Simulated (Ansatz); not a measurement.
A geometry of Ti away from equilibrium: step 3 of the relaxation of a relaxed Ti cell, doubled along one cell vector, shaken by Gaussian noise of σ = 0.08 Å a coordinate. Computed with r2SCAN (plane waves to 500 eV, PAW, scalar-relativistic; Ansatz, a program for electronic structure). Γ-centred k-mesh 6×12×12 on the run's cell (coarser than for final values), Fermi–Dirac smearing 0.05 eV. The plane waves were selected for a different cell earlier on the path.

```xyz
2
Lattice="5.0828 -0.0344 0.0429 -0.0172 2.6479 -0.0051 0.0210 -0.0050 2.5881" Properties=species:S:1:pos:R:3 pbc="T T T"
Ti     1.3462     1.6278    -0.2399
Ti     3.8871     1.0102     0.4968
```

**Question.** What forces act on the atoms (eV/Å)?

**Answer.** 
```csv
atom,Fx,Fy,Fz
Ti1,0.10,0.65,-0.78
Ti2,-0.10,-0.65,0.78
```

The path ends in P4/nmm (No. 129). No spin polarisation in the result.

The run could not lose the symmetry of its start, so the end can be a saddle point.

The end of the path is a generated cell of Ti: the first start was made by a random draw of sites in a space group, and the end was not matched to a known phase here, so it may be hypothetical. Known forms of Ti include space group No. 194.
